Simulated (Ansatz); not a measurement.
Ta (bcc (W type), Im-3m) at seven volumes, PBE (plane waves, PAW; program Ansatz), scaled uniformly. One row is withheld.

```json
[
 {"V (Å³/atom)": "16.636", "P (GPa)": "22.35"},
 {"V (Å³/atom)": "17.184", "P (GPa)": "13.74"},
 {"V (Å³/atom)": "17.732", "P (GPa)": "6.35"},
 {"V (Å³/atom)": "18.281", "P (GPa)": "0.01"},
 {"V (Å³/atom)": "18.829", "P (GPa)": "?"},
 {"V (Å³/atom)": "19.378", "P (GPa)": "-10.12"},
 {"V (Å³/atom)": "19.926", "P (GPa)": "-14.20"}
]
```

**Question.** Fit the shown pressures and predict the withheld one.

**Answer.** P = (3/2)B₀(x^(7/2) − x^(5/2))[1 + (3/4)(B′ − 4)(x − 1)] with x = (V₀/V)^(2/3). Least squares on the six rows gives V₀ = 18.282 Å³/atom, B₀ = 196 GPa, B′ = 4.03. At V = 18.829, x = 0.9805 and P = -5.45 GPa. The run itself gave -5.42 GPa.

The cell was relaxed with PBE under the symmetry of its start. The run is not spin-polarised. Scalar-relativistic: spin–orbit coupling is off unless named, which matters more the heavier the elements.

Potentials: the earlier of the program's two PAW sets.
